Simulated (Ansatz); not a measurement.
YNi$_{4}$As$_{2}$ in space group P4_2/mnm (No. 136; Y on 2b, Ni on 8i, As on 4g), PBE (plane waves, PAW; program Ansatz), all energies at zero smearing, with the estimated change up to a 700 eV cutoff added, with one set of potentials and settings (totals compare only within such a set). Cell of 14 atoms (2 Y, 8 Ni, 4 As): -73848.508 eV.

| element | reference phase | E (eV/atom) |
|---|---|---|
| Y | P6_3/mmc, 2 atoms in the cell | -3848.6668 |
| Ni | Fm-3m, 1 atoms in the cell, spin-polarised | -5839.7239 |
| As | R-3m, 2 atoms in the cell | -4856.1377 |

Formation energy per atom, worked out: (-73848.508 − 2×(-3848.6668) − 8×(-5839.7239) − 4×(-4856.1377))/14 = -0.631 eV/atom (-61 kJ per mol of atoms), at 0 K, without zero-point energy or fitted corrections.

The workflow started from a Materials Project entry (that database holds measured and hypothetical structures alike); the Crystallography Open Database copy checked does not list it. Whether it is the stable phase at ambient conditions was not checked. Symmetry was held in the PBE relaxation; whether a distortion lowers the energy is not shown. The run is not spin-polarised. The references are the lowest solids computed at this level, not always the standard phases.

Potentials: the later of the program's two PAW sets.
